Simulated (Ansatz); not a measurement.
A geometry of AlRu away from equilibrium: the start of the relaxation of a relaxed AlRu cell displaced along its unstable phonon at q = (½, 0, 0) of its primitive reciprocal cell (72i cm⁻¹), largest move 0.15 Å. The numbers are results of PBEsol (plane waves to 420 eV, PAW, scalar-relativistic; Ansatz, an electronic-structure program), not measurements. Γ-centred k-mesh 9×9×9 on the run's cell (coarser than for final values), Fermi–Dirac smearing 0.05 eV.

```xyz
8
Lattice="0.0000 6.0409 6.0409 3.0205 0.0000 3.0205 3.0205 3.0205 0.0000" Properties=species:S:1:pos:R:3 pbc="T T T"
Al     4.5729     4.4885     4.4885
Al     4.4885     7.5934     7.5934
Al     3.0627     2.9783     2.9783
Al     2.9783     6.0832     6.0832
Ru     0.0866    -0.0866    -0.0866
Ru     2.9339     6.1275     3.1071
Ru     1.4236     1.5968     1.5968
Ru     1.5968     4.4441     4.4441
```

What forces act on the atoms (eV/Å)?


| atom | Fx | Fy | Fz |
|---|---|---|---|
| Al1 | -0.01 | 0.01 | 0.01 |
| Al2 | 0.12 | -0.12 | -0.12 |
| Al3 | -0.12 | 0.12 | 0.12 |
| Al4 | 0.01 | -0.01 | -0.01 |
| Ru5 | -0.02 | 0.02 | 0.02 |
| Ru6 | 0.30 | -0.30 | -0.30 |
| Ru7 | 0.02 | -0.02 | -0.02 |
| Ru8 | -0.30 | 0.30 | 0.30 |

What is the pressure?

+0.6 GPa, compression positive.

No spin polarisation in the result.

The run could not lose the symmetry of its start, so the end can be a saddle point.

The end of the path is a generated cell of AlRu: the first start was made by placing the elements on the sites of a structure type, and the end was not matched to a known phase here, so it may be hypothetical.
